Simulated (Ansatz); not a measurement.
A plane-wave DFT run in Ansatz 0.2.0 (scalar-relativistic PAW potentials unless the input names others): input and command.

```yaml
crystal:
  lattice:
    - [-1.5559477923, 1.5559477923, 1.5559477923]
    - [1.5559477923, -1.5559477923, 1.5559477923]
    - [1.5559477923, 1.5559477923, -1.5559477923]
  atoms:
    - { symbol: Mo, position: [0.0, 0.0, 0.0] }
basis:
  ecutwfc: 420
kpoints:
  mp_grid: { grid: [1, 1, 1] }
hamiltonian:
  xc: lda
scf:
  occupations: { method: fermi_dirac, width: 0.15 }
  max_iter: 60
output:
  forces: true
  eigenvalues: true
  stress: true
```

```bash
ansatz run input.yaml --threads 1 --pin off --max-ram 3072MiB --backend cpu --events-out ev --progress --plain --runs-dir out
```

Abridged log:
```
Pseudopotentials: kind: paw
Pseudopotential: Mo, paw, valence charge 14, recommended cutoff 420 eV (normal)
Functional definition: SPW92
Crystal: 1 atom, lattice volume = 15.068 Å³
Basis set: ecut = 420 eV, 321 PW (Γ)
Bands: 11, of which v1, the nominal top of the filled ones, is band 7 counted from 1 (6 counted from 0)
Symmetry: 48 space group operations
Space group: Im-3m (ITA 229), of the structure as read, at distance tolerance 2.5e-5 Å
k-points: 1
Initial density: superposition of atomic densities (neutral atoms: chi_scale 0, normalization atom), corrected by the library's trained network
Initial wavefunctions: pseudopotential atomic-orbital guess
Functional: x = slater, c = lda
SCF iter   1: F=—  HF=-4842.309933 eV  |F-HF|=—  |Δ(HF+E_count)|=         —  Δρ=1.28e-1  dr2=1.21e0  ethr=1.77e-3  ⟨swp⟩=4.0  Hψ=62  notcnv=0
SCF iter   2: F=—  HF=-4841.914187 eV  |F-HF|=—  |Δ(HF+E_count)|=   3.96e-1  Δρ=5.69e-2  dr2=2.02e-1  ethr=1.77e-3  ⟨swp⟩=3.0  Hψ=30  notcnv=0
SCF iter   3: F=—  HF=-4841.854525 eV  |F-HF|=—  |Δ(HF+E_count)|=   5.97e-2  Δρ=7.50e-3  dr2=3.56e-3  ethr=1.44e-3  ⟨swp⟩=2.0  Hψ=13  notcnv=0
SCF iter   4: F=—  HF=-4841.853423 eV  |F-HF|=—  |Δ(HF+E_count)|=   1.10e-3  Δρ=3.46e-4  dr2=8.52e-6  ethr=2.55e-5  ⟨swp⟩=1.0  Hψ=19  notcnv=0
SCF iter   5: F=—  HF=-4841.853430 eV  |F-HF|=—  |Δ(HF+E_count)|=   7.06e-6  Δρ=7.58e-5  dr2=2.99e-7  ethr=6.08e-8  ⟨swp⟩=2.0  Hψ=19  notcnv=0
SCF iter   6: F=-4841.853430 eV  HF=-4841.853430 eV  |F-HF|=6.58e-10  |Δ(HF+E_count)|=   1.05e-7  Δρ=4.52e-6  dr2=1.32e-9  ethr=7.14e-10  ⟨swp⟩=5.0  Hψ=63  notcnv=0
SCF 1 converged in 6 iterations: F = -4841.853430 eV  dr2 = 1.32e-9
SCF converged after 6 iterations
Free energy (F): -4841.853430 eV
Harris-Foulkes:  -4841.853430 eV  (|F-HF|=6.58e-10)
Internal energy: -4841.280567 eV  (E = F + TS)
E sigma→0 (E₀):  -4841.566998 eV
Entropy (-TS):   -0.572863 eV (-572.863 meV/atom)
Fermi energy:    21.284573 eV
--- Forces (eV/Å), atoms counted from 1 ---
  atom   1  Mo     0.00000000     0.00000000     0.00000000
--- Stress (GPa, compression-positive) ---
      163.849905       0.000000       0.000000
        0.000000     163.849905       0.000000
        0.000000       0.000000     163.849905
  P = ⅓ Tr σ = 163.8499 GPa (1638.499 kbar)
```

Task: What is wrong with this input?

Result: The fault is one k-point for a small cell (kpoints.mp_grid.grid: [20, 20, 20] → [1, 1, 1], the first being the value of the sound run). Setting it back cures it. The run converged all the same, with an energy at zero smearing 1.3 eV/atom above the reference's, pressure 163.85 GPa, largest force 0.000 eV/Å, no gap on the mesh, so convergence alone doesn't show that an input is right. A reference run on usual settings, whose relaxation ended at this geometry, converged, and the end of its own relaxation has pressure 0.00 GPa, largest force 0.000 eV/Å, no gap on the mesh.

The run took 0.42 s on 1 thread of Intel(R) Xeon(R) Processor @ 2.70GHz, with other jobs on the host, peak memory 0.26 GiB.